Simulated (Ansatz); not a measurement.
Al$_{2}$Au:
```
CELL_PARAMETERS angstrom
      0.00000     3.03047     3.03047
      3.03047     0.00000     3.03047
      3.03047     3.03047     0.00000
ATOMIC_POSITIONS crystal
  Al 0.25000 0.25000 0.25000
  Al 0.75000 0.75000 0.75000
  Au 0.00000 0.00000 0.00000
```

Relaxed with PBE. Special points in fractions of this cell's reciprocal vectors: Γ (0.000, 0.000, 0.000); X (0.500, 0.000, 0.500); U (0.625, 0.250, 0.625); K (0.375, 0.375, 0.750); L (0.500, 0.500, 0.500); W (0.500, 0.250, 0.750).

List the band energies nearest the Fermi level at these points for PBE in the plane-wave PAW code Ansatz.

In eV from the Fermi level; about four levels below and three above (degenerate sets whole), none deeper than 8.9 eV; points with the same levels are listed once.

```csv
k,below,above
Γ,-6.44 -6.44 -6.44 -5.51 -5.51,2.02 2.93 2.93 2.93
X,-5.22 -4.92 -2.05 -2.05,1.09 2.08 7.57
U,-5.42 -4.55 -3.34 -1.33,1.74 4.29 5.92
L,-6.20 -6.20 -5.40 -5.40 -5.34,0.36 0.36 3.22
W,-5.10 -3.97 -3.97 -2.14,4.00 4.00 5.11
```

Space group Fm-3m (fluorite or antifluorite type). The cell was relaxed with PBE under the symmetry of its start. Scalar-relativistic: spin–orbit coupling is off unless named, which matters more the heavier the elements.

Potentials: the later of the program's two PAW sets.
